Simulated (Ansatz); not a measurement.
HfScTaN3:
Space group P3m1 (No. 156); a = 3.162 Å, b = 3.162 Å, c = 7.706 Å, α = 90.00°, β = 90.00°, γ = 120.00°

```
atom  site  symmetry       x       y       z
----  ----  --------  ------  ------  ------
Hf      1a       3m.  0.0000  0.0000  0.9952
Sc      1b       3m.  0.3333  0.6667  0.3386
Ta      1c       3m.  0.6667  0.3333  0.6678
N       1c       3m.  0.6667  0.3333  0.1635
N       1a       3m.  0.0000  0.0000  0.5051
N       1b       3m.  0.3333  0.6667  0.8299
```

Relaxed at zero pressure with the program Ansatz at the r²SCAN level (PAW).

Task: The volume is lowered by 6 % and shape and atoms relax at that volume. What pressure results, and how do the axes share the change?

Result: 19.5 GPa; a -2.1 %, b -2.1 %, c -2.0 %; the energy rises by 38 meV/atom.

Task: Give the new structure.

Result: 
Space group P3m1 (No. 156); a = b = 3.0967 Å, c = 7.5520 Å, α = β = 90.00°, γ = 120.00°

```json
[
 {"atom": "Hf", "site": "1a", "symmetry": "3m.", "x": "0.0000", "y": "0.0000", "z": "0.9964"},
 {"atom": "Sc", "site": "1b", "symmetry": "3m.", "x": "0.3333", "y": "0.6667", "z": "0.3379"},
 {"atom": "Ta", "site": "1c", "symmetry": "3m.", "x": "0.6667", "y": "0.3333", "z": "0.6670"},
 {"atom": "N", "site": "1c", "symmetry": "3m.", "x": "0.6667", "y": "0.3333", "z": "0.1656"},
 {"atom": "N", "site": "1a", "symmetry": "3m.", "x": "0.0000", "y": "0.0000", "z": "0.5031"},
 {"atom": "N", "site": "1b", "symmetry": "3m.", "x": "0.3333", "y": "0.6667", "z": "0.8299"}
]
```

The phase is kept; no other phase was compared at this pressure.

The start of the workflow was typed in or built on a structure type; neither database checked (COD, Materials Project) lists it. Whether it is the stable phase at ambient conditions was not checked. The cell was relaxed with r²SCAN under the symmetry of its start; whether a distortion lowers the energy is not shown. The run is not spin-polarised. Spin–orbit coupling is left out wherever it is not named.

Potentials: the later of the program's two PAW sets.
